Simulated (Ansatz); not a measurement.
ZnS (zinc blende)

```yaml
crystal:
  lattice:
    - [0.00000, 2.67833, 2.67833]
    - [2.67833, 0.00000, 2.67833]
    - [2.67833, 2.67833, 0.00000]
  atoms:
    - { symbol: S, position: [0.75000, 0.75000, 0.75000] }
    - { symbol: Zn, position: [0.00000, 0.00000, 0.00000] }
```

In this cell atom 2 (Zn, nearest neighbour S at 2.320 Å; its periodic images, 3.8 Å or more away, move with it) is moved by s along Cartesian z, unit vector (0.000, 0.000, 1.000); all other atoms and the cell stay fixed.

Level of theory: PBEsol (plane waves to 420 eV, PAW, scalar-relativistic; Ansatz, a program for electronic structure). k mesh 9×9×9 (Γ-centred), Fermi-Dirac smearing 0.05 eV. The energy includes the smearing's −TS. ZnS was relaxed with its symmetry unable to fall. The zero of ΔE is the undisplaced structure.

```
s (Å)   ΔE (meV/cell)
------  -------------
-0.700       withheld
-0.560            871
-0.420            513
-0.280            235
-0.140             60
0.000               0
0.140              60
0.280             235
0.420             513
0.560             871
0.700        withheld
```

Fit an even polynomial form (powers 2, 4) to the given rows and predict ΔE at s = -0.700.

Least squares on the 9 given rows: ΔE = (3074)·s² + (-946.6)·s⁴, in meV/cell with s in Å; root-mean-square residual 0.1 meV/cell. At -0.700 the fit gives 1279 meV/cell; the calculation gives 1279 meV/cell, the same to the digits shown. The quadratic term alone would give 1506 meV/cell.

(A displaced cell: forces are minus the slopes of the energy, force constants its curvatures, and phonons follow from these.)
